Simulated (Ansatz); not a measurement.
Problem. Each is relaxed and computed with PBE in the plane-wave PAW code Ansatz. Which is the only metal?
A. Te3As2, La2O3 or Ni2Al3 type
B. CaCu2S2, P-3m1 (Cu on 2d, Ca on 1a, S on 2d)
C. AlAs, zinc blende
D. MnCuAs, P4/nmm (Mn on 2c, Cu on 2b, As on 2c)

Solution. D, MnCuAs, P4/nmm (Mn on 2c, Cu on 2b, As on 2c). MnCuAs: metal; AlAs: gap 1.50 eV (indirect); Te3As2: gap 0.31 eV (indirect); CaCu2S2: gap 1.07 eV (direct). Spin orders computed, not proven ground states: MnCuAs, P4/nmm (Mn on 2c, Cu on 2b, As on 2c) antiferromagnetic. Constructed cells (a structure type filled with these elements, in neither database checked): Te3As2, La2O3 or Ni2Al3 type. Standing as an ambient phase not checked: MnCuAs, P4/nmm (Mn on 2c, Cu on 2b, As on 2c); CaCu2S2, P-3m1 (Cu on 2d, Ca on 1a, S on 2d). All cells were relaxed under the symmetry of their starts (and spin orders); stability against distortions was not tested throughout. Cells of antiferromagnets are given as chemical subcells. Rows with no word on spin ran without spin polarisation. Scalar-relativistic: spin–orbit coupling is off unless named, which matters more the heavier the elements.

Potentials: the later of the program's two PAW sets.
